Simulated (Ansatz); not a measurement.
SnS2 in space group P6_3/mmc (No. 194; Sn on 2c, S on 4f), PBE (plane waves, PAW; program Ansatz), all energies at zero smearing, with the estimated change up to a 700 eV cutoff added, with one set of potentials and settings (totals compare only within such a set). Cell of 6 atoms (2 Sn, 4 S): -15657.271 eV.

```json
[
 {"element": "Sn", "reference phase": "Fd-3m, 2 atoms in the cell", "E (eV/atom)": "-6024.2128"},
 {"element": "S", "reference phase": "Fddd, 32 atoms in the cell", "E (eV/atom)": "-902.0599"}
]
```

Formation energy per atom, worked out: (-15657.271 − 2×(-6024.2128) − 4×(-902.0599))/6 = -0.101 eV/atom (-10 kJ per mol of atoms), at 0 K, without zero-point energy or fitted corrections.

A made-up cell: these elements were put on the sites of a structure type; neither database checked (COD, Materials Project) lists it. It is not the phase usual at ambient conditions (space group No. 164). The PBE relaxation kept the symmetry of its start; its stability against distortions is not shown here. A crystal of weakly bound layers computed without a dispersion correction: the cell and the soft elastic constants depend strongly on that. The references are the lowest solids computed at this level, not always the standard phases. Spin–orbit coupling is left out wherever it is not named.

Potentials: the later of the program's two PAW sets.
